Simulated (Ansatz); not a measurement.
## TiC₂: structures and their energies

4 relaxations of TiC2 ended in 4 distinct structures. Computed with r2SCAN (plane waves to 500 eV, PAW, scalar-relativistic; Ansatz, a first-principles code).

```tsv
#	space group	Pearson	type	E − E(lowest) (eV/atom)	V (Å³/atom)	coordination	runs ending here
1	Fddd	oF24	–	0.00	8.90	–	1
2	P6/mmm	hP3	–	0.14	7.88	–	1
3	I4₁/amd	tI12	anatase type	1.16	13.16	Ti 6, C 3	1
4	P4₂/mnm	tP6	–	1.37	12.79	–	1
```

Coordination numbers (neighbours up to the widest gap in distance over summed covalent radii, below 1.35; n+m marks a second, longer set; metal–metal contacts left out). All are gapless at this level. Fddd, oF24 is the lowest among the structures calculated here.

TiC$_{2}$ has the orthorhombic space group Fddd, origin choice 1 (No. 70), Pearson symbol oF24. Conventional cell: a = 4.060 Å, b = 6.302 Å, c = 8.350 Å, α = β = γ = 90.00°. C on 16g has 1 C at 1.510 Å and 2 Ti at 2.166 Å and 2 Ti at 2.300 Å. Ti on 8b has 4 C at 2.166 Å and 4 C at 2.300 Å and 4 Ti at 2.805 Å. (Neighbours: up to the widest gap in distance over summed covalent radii, below 1.35, at either atom; cation-cation and far metal-metal contacts left out.)
(The calculation used a cell of 6 atoms; values per cell refer to that cell.)

Each run could gain symmetry but not lose that of its start, so entries can be saddle points. All of these are generated cells (placed on structure types, drawn at random, substituted or restacked) that were not matched to a known phase here. The real structure of this composition may not be among these, and whether this composition forms is not checked here. Static energies at zero pressure. No spin polarisation in the result.
